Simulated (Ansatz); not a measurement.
## Scan of one atom of the cell for BaGaGeH (space group P3m1)

Relaxed BaGaGeH (space group P3m1):

```
CELL_PARAMETERS angstrom
      4.30636     0.00000     0.00000
     -2.15318     3.72942     0.00000
      0.00000     0.00000     5.09325
ATOMIC_POSITIONS crystal
  Ba 0.33333 0.66667 0.99969
  Ga 0.00000 0.00000 0.54674
  Ge 0.66667 0.33333 0.44647
  H  0.00000 0.00000 0.88699
```

In each cell atom 3 (Ge, nearest neighbour Ga at 2.538 Å; its periodic images, 4.3 Å or more away, move with it) moves by s·(0.000, 0.980, 0.201) (towards the nearest neighbour), the rest being held.

Method: PBEsol (plane waves to 420 eV, PAW, scalar-relativistic; Ansatz, a first-principles code). k mesh 7×7×5 (Γ-centred), Fermi-Dirac smearing 0.05 eV. Energies are smeared free energies. Stress and pressure are positive under compression. F∥ is the force on the atom along that direction. F⊥ is the part of the force across the line. BaGaGeH was relaxed with its symmetry unable to fall. ΔE is measured from the undisplaced structure.

| s (Å) | ΔE (meV/cell) | F∥ (eV/Å) | P (GPa) | |F⊥| (eV/Å) |
|---|---|---|---|---|
| -0.250 | 212.8 | 1.580 | 1.00 | 0.233 |
| -0.200 | 140.2 | 1.321 | 0.66 | 0.194 |
| -0.150 | 81.2 | 1.036 | 0.38 | 0.148 |
| -0.100 | 37.1 | 0.721 | 0.18 | 0.099 |
| -0.050 | 9.6 | 0.377 | 0.05 | 0.047 |
| 0.000 | 0.0 | 0.001 | 0.00 | 0.003 |
| 0.050 | 10.1 | -0.411 | 0.04 | 0.052 |
| 0.100 | 41.8 | -0.865 | 0.18 | 0.097 |
| 0.150 | 97.4 | -1.366 | 0.43 | 0.138 |
| 0.200 | 179.4 | -1.924 | 0.81 | 0.174 |
| 0.250 | 290.9 | -2.550 | 1.34 | 0.204 |

Derived quantities:

| Item | Value |
|---|---|
| Energy at s = 0.250 Å | 290.9 meV/cell |
| Force along the line at s = -0.250 Å | 1.58 eV/Å |
| Symmetry of the curve | not even: the positive side lies higher at ±0.250 Å |
| Shape of the curve | a single well with its minimum at or next to zero displacement |
| Force constant k = d²E/ds² at s = 0 (finite differences) | 7.86 eV/Å² |
| Harmonic estimate at the end of the scan | ½ks² = 245.7 meV/cell against the computed 290.9 meV/cell, so the well is stiffer than harmonic there |

(A displaced cell: forces are minus the slopes of the energy, force constants its curvatures, and phonons follow from these.)
